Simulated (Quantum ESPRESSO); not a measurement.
Field gradients of SiO₂ from a PBE PAW density (pw.x of a modified build of Quantum ESPRESSO, JTH datasets) with the all-electron reconstruction of Petrilli and co-workers, 22.5 Ha, k-mesh 5×5×4 through Γ:

```xyz
9
Lattice="4.9150 0.0000 0.0000 -2.4575 4.2565 0.0000 0.0000 0.0000 5.4313" Properties=species:S:1:pos:R:3 pbc="T T T"
Si     1.3251     2.2952     0.0000
Si     2.2647     0.0000     1.8104
Si    -1.1323     1.9613     3.6209
O      0.3073     1.7596     4.2630
O      0.7800     3.6428     0.6421
O     -1.0873     3.1106     2.4525
O      1.3702     1.1459     1.1683
O      2.7648     2.4969     4.7892
O      3.2375     0.6137     2.9788
```
The cell was made here from a computed Materials Project entry: Si1 and its equivalents moved by 0.04 Å along (0.50, 0.87, 0.00), space group kept. The parent is SiO2 in P3₁21. Stability against distortions was not tested.

Vzz is the sum of three terms, each taken along its main axis: the smooth valence density, the ions (nucleus and frozen core) with the augmentation charges of all other spheres, and the all-electron minus smooth density in the atom's own sphere. The split hangs on the datasets.  Cores are frozen. Against all-electron runs on small test molecules, this scheme's |Vzz| missed by −6 % on Si, −2 to +6 % on O.

```csv
site,smooth valence density,ions and other spheres,own sphere,Vzz (a.u.)
"Si (atoms 1, 2, 3)",-0.122,0.098,…,…
"O (atoms 4, 5, 6, 7, 8, 9)",-0.357,0.600,…,…
```

What belongs in the gaps?


- Si (atoms 1, 2, 3), own sphere: -0.205
- Si (atoms 1, 2, 3), Vzz (a.u.): -0.230
- O (atoms 4, 5, 6, 7, 8, 9), own sphere: 0.688
- O (atoms 4, 5, 6, 7, 8, 9), Vzz (a.u.): 0.931
